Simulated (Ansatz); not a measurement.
A distorted cell of TiB₂ (AlB2 type, space group P6/mmm):

```
CELL_PARAMETERS angstrom
      2.93185     0.00000     0.00000
     -1.46593     2.53906     0.00000
      0.00000     0.00000     3.49857
ATOMIC_POSITIONS crystal
  Ti 0.00000 0.00000 0.00000
  B  0.33333 0.66667 0.50000
  B  0.66667 0.33333 0.50000
```

Computed with r2SCAN (plane waves to 500 eV, PAW, scalar-relativistic; Ansatz, an electronic-structure program). k mesh 18×18×14 (Γ-centred), Fermi-Dirac smearing 0.05 eV. E stands for the smeared free energy. Compression counts positive. With partly filled bands, the response to shear is sensitive to the k mesh, so small differences along c/a are uncertain. TiB2 is run without spin polarisation. TiB2 was relaxed with its symmetry unable to fall.

Question: Give the stress tensor in GPa and the pressure.

Answer: 
```
   16.7      0.0      0.0
    0.0     16.7      0.0
    0.0      0.0    -30.4
```
The pressure, a third of the trace, is 1.0 GPa.

Question: It is the relaxed cell deformed to V/V₀ = 1.020, (c/a)/(c/a)₀ = 1.120, c along z, fractional positions held. What is its energy relative to the relaxed cell?

Answer: 96 meV/atom.

(Under strain, the slope of the energy per volume gives the stress and its curvature an elastic modulus.)
